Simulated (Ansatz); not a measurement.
## Structure relaxation, Pd

The start is a randomly generated symmetric cell of Pd (space group No. 225). A full variable-cell relaxation at zero pressure is run with PBEsol (plane waves to 420 eV, PAW, scalar-relativistic; Ansatz, an electronic-structure program). The first steps use a coarse 10×10×10 k-mesh.

Starting cell:
```yaml
crystal:
  lattice:
    - [0.00000, 2.96372, 2.96372]
    - [2.96372, 0.00000, 2.96372]
    - [2.96372, 2.96372, 0.00000]
  atoms:
    - { symbol: Pd, position: [0.25000, 0.25000, 0.25000] }
    - { symbol: Pd, position: [0.50000, 0.50000, 0.50000] }
    - { symbol: Pd, position: [0.75000, 0.75000, 0.75000] }
```

- Energy released = under 0.01 eV/atom
- Band gap at the end = zero (metallic)
- Optimiser moves = 3

Relaxed structure:

```cif
data_Pd12
_chemical_formula_sum 'Pd12'
_space_group_name_H-M_alt 'Fm-3m'
_space_group_IT_number 225
_space_group_name_Hall '-F 4 2 3'
_cell_length_a 5.93581
_cell_length_b 5.93581
_cell_length_c 5.93581
_cell_angle_alpha 90.000
_cell_angle_beta 90.000
_cell_angle_gamma 90.000
loop_
_atom_site_label
_atom_site_type_symbol
_atom_site_symmetry_multiplicity
_atom_site_Wyckoff_symbol
_atom_site_fract_x
_atom_site_fract_y
_atom_site_fract_z
_atom_site_occupancy
Pd1 Pd 8 c 0.25000 0.25000 0.25000 1
Pd2 Pd 4 b 0.50000 0.50000 0.50000 1
```
(The calculation used a cell of 3 atoms; values per cell refer to that cell.)

Final values are on a 14×14×14 k-mesh of the relaxed cell. No spin polarisation in the result.

The run could not lose the symmetry of its start, so the end can be a saddle point.

All atoms sit on sites fixed by symmetry, so only the cell could relax.

The relaxed structure here is a generated cell of Pd: the first start was made by a random draw of sites in a space group, and the end was not matched to a known phase here, so it may be hypothetical. A known form of Pd has the same space group but another cell.
